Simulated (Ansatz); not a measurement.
## Fixed-spin-moment curve of AlFe₂

Level of theory: DFT PBEsol, scalar-relativistic, plane waves, PAW (Ansatz).

```
Al Fe
1.0
     0.00000    3.35132    3.35132
     3.35132    0.00000    3.35132
     3.35132    3.35132    0.00000
Al Fe
2 4
Direct
  0.25000 0.25000 0.25000
  0.00000 0.00000 0.00000
  0.62500 0.12500 0.62500
  0.62500 0.62500 0.12500
  0.12500 0.62500 0.62500
  0.62500 0.62500 0.62500
```

```
plane-wave cutoff : 420 eV
Γ-centred k-mesh  : 10×10×10
occupation rule   : Gaussian smearing, 0.1 eV
```

The total moment of the cell is held at each value, at fixed atoms.

Site moments are spin moments in atom-centred spheres that scale with the neighbour distance.

| held moment (μB/cell) | E above lowest (meV/atom) | P (GPa) | site moments (μB) |
| --- | --- | --- | --- |
| 0.00 | 128.9 | -16.7 | none over 0.05 |
| 2.50 | 82.2 | -15.5 | Al -0.08 (×2), Fe +0.71 (×4) |
| 5.00 | 17.5 | -11.7 | Al -0.12 (×2), Fe +1.36 (×4) |
| 7.50 | 0.0 | -5.3 | Al -0.09 (×2), Fe +1.92 (×4) |
| 10.00 | 92.8 | 3.3 | Fe +2.41 (×4) |
| 12.50 | 373.1 | 13.6 | Al +0.10 (×2), Fe +2.83 (×4) |
| 15.00 | 1000.2 | 27.8 | Al +0.32 (×2), Fe +3.16 (×4) |
| 17.50 | 1966.0 | 45.0 | Al +0.55 (×2), Fe +3.46 (×4) |
| 20.00 | 3230.6 | 64.1 | Al +0.76 (×2), Fe +3.76 (×4) |

Cost: 9 runs of about 1.7 core-minutes in all, on Intel Xeon 6975P-C (Granite Rapids) (shared hosts).